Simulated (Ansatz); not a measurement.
Relaxed candidate structures of CdSe2:

A. Cmce (No. 64), oS24; a = 14.563 Å, b = 8.219 Å, c = 5.086 Å, α = β = γ = 90.00°; Cd 8d (0.373, 0.000, 0.000); Se 8f (0.000, 0.110, 0.154); Se 8e (0.250, 0.298, 0.250)

B. Pa-3 (No. 205), cP12, AFLOW prototype AB2_cP12_205_a_c (C2, as in FeS2); a = b = c = 6.6801 Å, α = β = γ = 90.00°; Cd 4b (0.500, 0.500, 0.500); Se 8c (0.102, 0.102, 0.102)

C. P4₁2₁2 (No. 92), tP12; a = 6.355 Å, b = 6.355 Å, c = 8.728 Å, α = 90.00°, β = 90.00°, γ = 90.00°; Cd 4a (0.235, 0.235, 0.500); Se 8b (0.146, 0.120, 0.223)

Problem. Put the candidates in order of energy per atom, lowest first, for r2SCAN (plane waves to 500 eV, PAW, scalar-relativistic; Ansatz, a program for electronic structure).

Solution. B (reference, the lowest of the structures calculated here), A (+0.107 eV/atom), C (+0.195 eV/atom)

Each run could gain symmetry but not lose that of its start, so entries can be saddle points. From databases, or of a type measured for this composition: Pa-3, cP12, AFLOW prototype AB2_cP12_205_a_c (C2, as in FeS2); the others are generated cells (placed on structure types, drawn at random, substituted or restacked) that were not matched to a known phase here. Static energies at zero pressure. No spin polarisation in the result. Gaps of cells over 8 atoms come from the SCF mesh and high-symmetry points alone.
